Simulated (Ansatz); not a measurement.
## Li$_{2}$MnF$_{5}$, several self-consistent solutions

```
CELL_PARAMETERS angstrom
5.00800 -2.47400 0.00000
5.00800 2.47400 0.00000
-2.79785 0.00000 6.85934
ATOMIC_POSITIONS crystal
Li 0.62930 0.64770 0.24930
Li 0.35230 0.37070 0.25070
Li 0.37070 0.35230 0.75070
Li 0.64770 0.62930 0.74930
Mn 0.00000 0.00000 0.00000
Mn 0.00000 0.00000 0.50000
F 0.79020 0.20980 0.25000
F 0.20980 0.79020 0.75000
F 0.32880 0.02560 0.14560
F 0.97440 0.67120 0.35440
F 0.67120 0.97440 0.85440
F 0.02560 0.32880 0.64560
F 0.77910 0.39410 0.95580
F 0.60590 0.22090 0.54420
F 0.22090 0.60590 0.04420
F 0.39410 0.77910 0.45580
```

Computed with plane-wave PAW DFT (Ansatz 0.2.0): r2SCAN, 500 eV cutoff, 5×5×3 Γ-centred mesh, fermi-dirac occupations of width 0.050 eV. The atoms are fixed and numbered as listed; spin is collinear, without spin-orbit coupling.

Different starts of the self-consistent cycle ended in different solutions. Their moments in μB:

```tsv
state	Mn5	Mn6	other atoms together	size of the net moment a cell
A	0.00	0.00	0.00	0.00
B	3.23	-3.23	0.00	0.00
C	3.24	3.24	0.39	8.00
```

Site moments are taken in small spheres that don't touch (radius about 0.4 of the atom's shortest bond), so those of the magnetic atoms read low, and they needn't add up to the net moment. State A was run without spin polarisation.

Q: Which state has the lowest energy at zero smearing, and how far up are the others?

A: State B (antiparallel, compensated) is lowest; C (parallel moments) lies 1.8 meV above it, A (without moments) lies 393 meV above it, all counted an atom of the cell.

Q: Which states have a gap on the mesh, and what pressure does each exert on this cell?

A: A: no gap, -4.7 GPa; B: gap 1.77 eV, 0.1 GPa; C: gap 1.35 eV, 0.3 GPa (positive in compression). Moments take up room: without them the pressure is lower, so that state wants a smaller cell.

Q: Compare the parallel order C with the antiparallel order B.

A: Between C and B the moments keep their size (3.24 against 3.23 μB in the mean), so the difference mostly measures the exchange between the flipped sites: the antiparallel order gains 15 meV for each Mn atom. The nearest flipped pair stands 3.70 Å apart. Flipped pairs are linked through F; the widest Mn–F–Mn angle among the nearer links is 121°, at 3.70 Å between the metal atoms.

Q: What does magnetism gain here?

A: 393 meV an atom of the cell, or 3142 meV for each Mn atom, against state A, which has none. A run without spin would miss this and give wrong energies and forces. That state isn't the paramagnet, which keeps its moments, so this is no ordering energy.

The cell is that of a Crystallography Open Database entry, unchanged.

Caveats: only orders that fit this cell and collinear spins were tried, so the true order may need a larger cell or canted moments; atoms and cell are not relaxed, and each state would relax in its own way; semilocal functionals without U often misplace the states of 3d oxides, halides and chalcogenides; the k mesh is coarse, so differences of a few meV are uncertain where a state is a metal; one start a pattern, so a lower state of the same pattern may exist.
